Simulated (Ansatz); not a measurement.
The start is a generated cell, HfO2 built in the AFLOW prototype AB2_hP3_191_a_d (C32, as in AlB2). The structure is fully relaxed (lattice and positions, P = 0) with PBE (plane waves to 420 eV, PAW, scalar-relativistic; Ansatz, a program for electronic structure). The first steps use a coarse 8×8×7 k-mesh.

The start:
```
HfO2
1.0
    3.31513     0.00000     0.00000
   -1.65757     2.87099     0.00000
    0.00000     0.00000     3.58950
Hf O
1 2
Cartesian
  0.00000   0.00000   0.00000
  0.00000   1.91399   1.79475
  1.65757   0.95700   1.79475
```

What pressure does the first self-consistent step give?

+2 GPa (positive: the cell is compressed).

By how much does the energy per atom fall from start to end?

1.23 to 1.24 eV/atom (the two k-meshes of the run give this range).

Is the relaxed structure metallic? Give its gap.

No gap (metallic).

What does it relax into? Give the structure.


Space group P6/mmm (No. 191); a = b = 3.6064 Å, c = 2.6938 Å, α = β = 90.00°, γ = 120.00°

| atom | site | symmetry | x | y | z |
|---|---|---|---|---|---|
| Hf | 1a | 6/mmm | 0.0000 | 0.0000 | 0.0000 |
| O | 2d | -6m2 | 0.3333 | 0.6667 | 0.5000 |

The space group stays P6/mmm (No. 191) (the run could not lower it), with 3 atoms in the primitive cell. Final values are on a 15×15×17 k-mesh of the relaxed cell. No spin polarisation in the result. The d or f electrons are treated with no Hubbard U.

The run could not lose the symmetry of its start, so the end can be a saddle point.

All atoms sit on sites fixed by symmetry, so only the cell could relax.

The relaxed structure here is a generated cell of HfO2: the first start was made by placing the elements on the sites of a structure type, and the end was not matched to a known phase here, so it may be hypothetical. Known forms of HfO2 include space group No. 14, 29, 137, 225.
